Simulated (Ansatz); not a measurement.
**In₂Ag: do energies and stresses tell the same story?**

Method: DFT PBEsol, scalar-relativistic, plane waves, PAW in Ansatz.

Plane waves to 420 eV, a k mesh through Γ of 8×8×8 on the computed 6-atom cell and Gaussian smearing (0.10 eV); no spin polarisation.

Relaxed cell: I4/mcm, a = 6.790 Å, b = 6.790 Å, c = 5.667 Å, α = 90.00°, β = 90.00°, γ = 90.00°, 6 atoms in the primitive cell. Whether it is the stable form of this composition wasn't checked.

Energies at zero smearing and pressures from the stress tensor, at volumes with shape and atoms relaxed:
```tsv
V (Å³/atom)	E − E(first) (meV/atom)	P (GPa)
19.161	0.00	12.24
19.814	-41.48	8.23
20.468	-68.13	4.93
21.121	-82.56	2.22
21.774	-86.96	0.01
22.427	-83.17	-1.80
23.081	-72.67	-3.28
23.951	-50.54	-4.80
```

Q: Check P = −dE/dV between neighbouring volumes, and get the bulk modulus from the pressures alone.

A: With 1 eV/Å³ = 160.2 GPa:
| middle V (Å³/atom) | −ΔE/ΔV (GPa) | mean P (GPa) |
| --- | --- | --- |
| 19.488 | 10.174 | 10.233 |
| 20.141 | 6.536 | 6.579 |
| 20.794 | 3.538 | 3.577 |
| 21.447 | 1.080 | 1.118 |
| 22.101 | -0.929 | -0.891 |
| 22.754 | -2.576 | -2.538 |
| 23.516 | -4.070 | -4.040 |

The two differ by 0.06 GPa at most. The mean of two end pressures misses the average over a step by about ΔV² P″/12, up to 0.07 GPa here; with that taken off 0.01 GPa remains. Around V = 21.774 Å³/atom, the two neighbours give B = −V ΔP/ΔV = 21.774 × 4.02 / 1.306 = 67.0 GPa, against B0 = 66.6 GPa from the Birch–Murnaghan fit of the energies.